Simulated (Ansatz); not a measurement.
This cell of CsPbBr3 (cubic perovskite) is off equilibrium:

```xyz
5
Lattice="6.0028 0.0000 0.0000 0.0000 6.0028 0.0000 0.0000 0.0000 6.0028" Properties=species:S:1:pos:R:3 pbc="T T T"
Cs    -0.2133     0.0000    -0.6400
Pb     3.0014     3.0014     3.0014
Br     0.0000     3.0014     3.0014
Br     3.0014     3.0014     0.0000
Br     3.0014     0.0000     3.0014
```

All values below come from PBE (plane waves to 420 eV, PAW, scalar-relativistic; Ansatz, a first-principles code). k mesh 5×5×5 (Γ-centred), Fermi-Dirac smearing 0.05 eV. The energy includes the smearing's −TS. Compression counts positive. CsPbBr3 was relaxed with its symmetry unable to fall. Spin-orbit coupling is left out, though Pb is heavy. The PAW data are Ansatz's earlier set. This is a high-temperature form of CsPbBr3.

**Question.** What forces act on the atoms (eV/Å, Cartesian)?

**Answer.** 
| atom | Fx | Fy | Fz |
|---|---|---|---|
| Cs1 | 0.072 | 0.000 | 0.126 |
| Pb2 | -0.035 | 0.000 | -0.083 |
| Br3 | -0.016 | 0.000 | 0.016 |
| Br4 | 0.021 | 0.000 | -0.050 |
| Br5 | -0.042 | 0.000 | -0.009 |

**Question.** In it atom 1 sits (-0.213, 0.000, -0.640) Å away from its relaxed site. What is its energy relative to the relaxed cell?

**Answer.** 26.3 meV/cell.

(A displaced cell: forces are minus the slopes of the energy, force constants its curvatures, and phonons follow from these.)
